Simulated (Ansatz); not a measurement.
Space group P-4m2 (No. 115). a = 4.085 Å, b = 4.085 Å, c = 11.657 Å, α = 90.00°, β = 90.00°, γ = 90.00°
```tsv
atom	site	symmetry	x	y	z
Be	1a	-4m2	0.0000	0.0000	0.0000
Be	2f	2mm.	0.5000	0.5000	0.2396
Zn	1d	-4m2	0.0000	0.0000	0.5000
Te	2g	2mm.	0.5000	0.0000	0.1196
Te	2g	2mm.	0.0000	0.5000	0.3577
```

Equation of state of this Be₃ZnTe₄ structure (not necessarily the ground state), with shape and atoms relaxed at each volume where symmetry leaves them free. Method: DFT PBE, scalar-relativistic, plane waves, PAW (Ansatz).

Plane waves to 420 eV, a k mesh through Γ of 8×8×4 on the computed 8-atom cell and Gaussian smearing (0.02 eV); no spin polarisation.

```json
{"V (Å³/atom)": "21.397", "E − E(largest V) (meV/atom)": "38.10", "P (GPa)": "8.83", "gap on mesh (eV)": "1.63"}
{"V (Å³/atom)": "22.126", "E − E(largest V) (meV/atom)": "4.30", "P (GPa)": "6.08", "gap on mesh (eV)": "1.73"}
{"V (Å³/atom)": "22.856", "E − E(largest V) (meV/atom)": "-17.90", "P (GPa)": "3.73", "gap on mesh (eV)": "1.81"}
{"V (Å³/atom)": "23.585", "E − E(largest V) (meV/atom)": "-30.21", "P (GPa)": "1.72", "gap on mesh (eV)": "1.89"}
{"V (Å³/atom)": "24.315", "E − E(largest V) (meV/atom)": "-34.05", "P (GPa)": "0.00", "gap on mesh (eV)": "1.96"}
{"V (Å³/atom)": "25.044", "E − E(largest V) (meV/atom)": "-30.63", "P (GPa)": "-1.47", "gap on mesh (eV)": "2.02"}
{"V (Å³/atom)": "25.774", "E − E(largest V) (meV/atom)": "-20.99", "P (GPa)": "-2.73", "gap on mesh (eV)": "2.08"}
{"V (Å³/atom)": "26.746", "E − E(largest V) (meV/atom)": "0.00", "P (GPa)": "-4.14", "gap on mesh (eV)": "2.07"}
```

**Question.** Fit a third-order Birch–Murnaghan equation, E = E0 + (9V0B0/16)·[(x − 1)³B0' + (x − 1)²(6 − 4x)] with x = (V0/V)^(2/3), to E(V).

**Answer.** V0 = 24.32 Å³/atom, B0 = 53 GPa, B0' = 4.2.

Spin-orbit coupling is left out, which matters for the bands of heavy elements.

The cell was found from a structure generator's guess, not taken from experiment.
